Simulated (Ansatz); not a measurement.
A geometry of Sb away from equilibrium: step 6 of the relaxation of a relaxed Sb cell, doubled along one cell vector, shaken by Gaussian noise of σ = 0.08 Å a coordinate. Level of theory: PBEsol (plane waves to 420 eV, PAW, scalar-relativistic; Ansatz, an electronic-structure program). Γ-centred k-mesh 12×6×12 on the run's cell (coarser than for final values), Fermi–Dirac smearing 0.05 eV.

```yaml
crystal:
  lattice:
    - [-1.82423, 1.88237, 1.83378]
    - [3.76832, -3.77419, 3.79687]
    - [1.83147, 1.89434, -1.83850]
  atoms:
    - { symbol: Sb, position: [0.94574, 0.99973, 0.90531] }
    - { symbol: Sb, position: [0.05067, 0.50890, 0.02817] }
```

**Question.** What forces act on the atoms (eV/Å)?

**Answer.** 
```json
[
 {"atom": "Sb1", "Fx": "0.11", "Fy": "-0.06", "Fz": "0.09"},
 {"atom": "Sb2", "Fx": "-0.11", "Fy": "0.06", "Fz": "-0.09"}
]
```

**Question.** What is the pressure?

**Answer.** +0.8 GPa, compression positive.

**Question.** How far above the relaxed end point is this geometry?

**Answer.** 0.12 eV/atom; the path ends in Pm-3m (No. 221) (AFLOW prototype A_cP1_221_a (A_h)).

No spin polarisation in the result. The relaxed primitive cell holds an odd number of electrons. A magnetic state may lie lower.

The run could not lose the symmetry of its start: the end is stationary, and may be a saddle point rather than a minimum.

The end of the path is a generated cell of Sb: the first start was made by placing the elements on the sites of a structure type, and the end was not matched to a known phase here, so it may be hypothetical. Known forms of Sb include space group No. 166.
